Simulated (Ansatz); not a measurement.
Given:

AlMo2C:
```
AlMo2C
1.0
    2.99650     0.00000     0.00000
   -1.49825     2.59505     0.00000
    0.00000     0.00000    13.39945
Al Mo C
2 4 2
Direct
  0.66667   0.33333   0.25000
  0.33333   0.66667   0.75000
  0.66667   0.33333   0.91097
  0.33333   0.66667   0.08903
  0.33333   0.66667   0.41097
  0.66667   0.33333   0.58903
  0.00000   0.00000   0.00000
  0.00000   0.00000   0.50000
```

This is the PBEsol-relaxed structure. Tensor components refer to the Cartesian frame of this cell.

All from PBEsol in the plane-wave PAW code Ansatz, unless another level is named. Give the Debye temperature from the elastic constants.

579 K.

Predict the elastic constants (relaxed ions, GPa).

C11 = 352, C12 = 99.1, C13 = 153, C33 = 360, C44 = 144.

Next, the highest zone-centre frequency?

671 cm⁻¹.

Space group P6_3/mmc. The start of the workflow was typed in or built on a structure type; neither database checked (COD, Materials Project) lists it. Whether it is the stable phase at ambient conditions was not checked. The cell was relaxed with PBEsol under the symmetry of its start; whether a distortion lowers the energy is not shown. No spin polarisation was allowed. As this level gives no gap, shear constants depend on the k-mesh and smearing (Fermi–Dirac, 0.1 eV here). As this level gives no gap, phonon frequencies hold no LO–TO term and depend on the k-mesh and smearing (Fermi–Dirac, 0.1 eV here). On the denser mesh and wider smearing of the elastic run this cell carries a stress of 0.5 GPa.

Potentials: the earlier of the program's two PAW sets. The files were generated under PBE; for other functionals the program regenerates the frozen cores, and for LDA and PBEsol the local potential too.
